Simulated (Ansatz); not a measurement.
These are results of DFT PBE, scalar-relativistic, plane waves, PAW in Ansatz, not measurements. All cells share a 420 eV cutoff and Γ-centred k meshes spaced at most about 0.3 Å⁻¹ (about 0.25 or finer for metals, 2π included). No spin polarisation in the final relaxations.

These are static total energies at zero pressure. All come from trial cells, and lower structures may exist.

Question: Order these relaxed structures of SnP4 by energy, lowest first, with the energy over the lowest of them.
A.

```cif
data_structure
_symmetry_space_group_name_H-M 'P4mm'
_symmetry_Int_Tables_number 99
_cell_length_a 3.3184
_cell_length_b 3.3184
_cell_length_c 9.2431
_cell_angle_alpha 90.000
_cell_angle_beta 90.000
_cell_angle_gamma 90.000
_cell_volume 101.79
loop_
_atom_site_label
_atom_site_type_symbol
_atom_site_symmetry_multiplicity
_atom_site_Wyckoff_symbol
_atom_site_fract_x
_atom_site_fract_y
_atom_site_fract_z
_atom_site_occupancy
Sn1 Sn 1 b 0.50000 0.50000 0.87009 1
P1 P 1 b 0.50000 0.50000 0.17773 1
P2 P 2 c 0.50000 0.00000 0.57804 1
P3 P 1 a 0.00000 0.00000 0.13579 1
```

B.

```cif
data_structure
_symmetry_space_group_name_H-M 'I4/m'
_symmetry_Int_Tables_number 87
_cell_length_a 6.8969
_cell_length_b 6.8969
_cell_length_c 4.3137
_cell_angle_alpha 90.000
_cell_angle_beta 90.000
_cell_angle_gamma 90.000
_cell_volume 205.19
loop_
_atom_site_label
_atom_site_type_symbol
_atom_site_symmetry_multiplicity
_atom_site_Wyckoff_symbol
_atom_site_fract_x
_atom_site_fract_y
_atom_site_fract_z
_atom_site_occupancy
Sn1 Sn 2 a 0.00000 0.00000 0.00000 1
P1 P 8 h 0.87007 0.40980 0.00000 1
```

C.

```cif
data_structure
_symmetry_space_group_name_H-M 'Im-3m'
_symmetry_Int_Tables_number 229
_cell_length_a 6.0725
_cell_length_b 6.0725
_cell_length_c 6.0725
_cell_angle_alpha 90.000
_cell_angle_beta 90.000
_cell_angle_gamma 90.000
_cell_volume 223.92
loop_
_atom_site_label
_atom_site_type_symbol
_atom_site_symmetry_multiplicity
_atom_site_Wyckoff_symbol
_atom_site_fract_x
_atom_site_fract_y
_atom_site_fract_z
_atom_site_occupancy
Sn1 Sn 2 a 0.00000 0.00000 0.00000 1
P1 P 8 c 0.25000 0.25000 0.25000 1
```

D.

```cif
data_structure
_symmetry_space_group_name_H-M 'P-43m'
_symmetry_Int_Tables_number 215
_cell_length_a 5.0893
_cell_length_b 5.0893
_cell_length_c 5.0893
_cell_angle_alpha 90.000
_cell_angle_beta 90.000
_cell_angle_gamma 90.000
_cell_volume 131.81
loop_
_atom_site_label
_atom_site_type_symbol
_atom_site_symmetry_multiplicity
_atom_site_Wyckoff_symbol
_atom_site_fract_x
_atom_site_fract_y
_atom_site_fract_z
_atom_site_occupancy
Sn1 Sn 1 b 0.50000 0.50000 0.50000 1
P1 P 4 e 0.15588 0.15588 0.15588 1
```

Answer: A (0 meV/atom), B (126 meV/atom), D (194 meV/atom), C (676 meV/atom). Forms: A P4mm; B Sn and P ordered on fcc sites, I4/m; D P-43m; C Im-3m. Counting P atoms around Sn (those within 1.25 times the shortest such distance or 1.15 times the sum of covalent radii, 1.27 where that leaves under three; a plus sign parts nearer from farther groups; the shortest distance is added where it exceeds 1.18 times the sum of covalent radii): A has Sn 1+8; B has Sn 4+8 from 3.0 Å; D has Sn 4 from 3.0 Å; C has Sn 8. A holds P–P nets (shortest 2.35 Å); B holds P–P pairs (shortest 2.18 Å); D holds P–P units of three or more atoms (shortest 2.24 Å) (bonds between like non-metal atoms; other contacts aren't counted). Even the lowest lies +0.31 eV/atom against the elements.

Weakly bound directions are ill-defined at this level, which has no dispersion term (P4mm), and this can change margins and order among such cells. Cells relaxed within their symmetry can be saddle points. Some types were kept out of the candidates beforehand, so the set may lack a known form.
